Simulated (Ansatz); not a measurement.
EuHg₂ (P6/mmm); spiral at 0.6 of the way from Γ to A.

```
Eu Hg
1.0
     4.97000    0.00000    0.00000
    -2.48500    4.30415    0.00000
     0.00000    0.00000    3.70500
Eu Hg
1 2
Direct
  0.00000 0.00000 0.00000
  0.33333 0.66667 0.50000
  0.66667 0.33333 0.50000
```

The geometry is a structure as deposited in COD, held fixed and not relaxed.

Functional, mesh and filling: LDA, 5×5×10 k mesh, Fermi–Dirac smearing of 0.05 eV, spiral q = (0.0000, 0.0000, 0.3000), mesh shifted by (0.0, 0.0, 0.5) steps. LAPW is all-electron LAPW in Ansatz 0.2.0. Site moments are integrated in spheres about the atoms. Start moments (μB): Eu1 6.8.

The self-consistent cycle went as follows.

```csv
iteration,Harris–Foulkes energy less the last (meV),density residual (eV),∫|m| (μB)
1,-521.358,3.3e-01,6.8715
2,-165.716,2.5e-01,7.1280
3,-80.136,1.5e-01,6.7206
4,-25.878,8.4e-02,7.0808
5,-1.909,2.7e-02,6.8974
6,-5.940,1.9e-02,7.0651
7,0.461,2.5e-03,7.0134
8,-0.367,1.2e-03,6.9614
9,0.010,7.5e-04,7.0042
10,0.002,2.2e-04,6.9960
11,0.005,7.7e-05,6.9947
12,-0.132,1.7e-04,6.9799
13,-1.132,1.6e-03,6.9608
14,-0.319,4.6e-04,7.0039
15,-0.004,1.0e-05,6.9914
16,0.000,1.8e-06,6.9902
17,0.000,2.5e-07,6.9900
18,0.000,5.7e-09,6.9898
19,0.000,5.0e-09,6.9899
```

Site moments (μB): Eu1 6.82, Hg2 0.00, Hg3 0.00. Cell moment 6.88 μB in the turning frame.

Without U a semilocal functional puts the f levels too near the Fermi level, which can change moments and the order of magnetic states; site and cell moments are spin moments. Spin–orbit coupling is left out although heavy atoms are present. In at least one run the program's final test of stability wasn't made or came to no verdict. With open f shells a run can end in a state that isn't the lowest. These are results for the start and cell typed. The real compound can order otherwise, in a larger cell, or not at all, since semilocal functionals without spin fluctuations often overstate magnetism; near a collapse of the moment, mesh and smearing move it by tens of per cent.
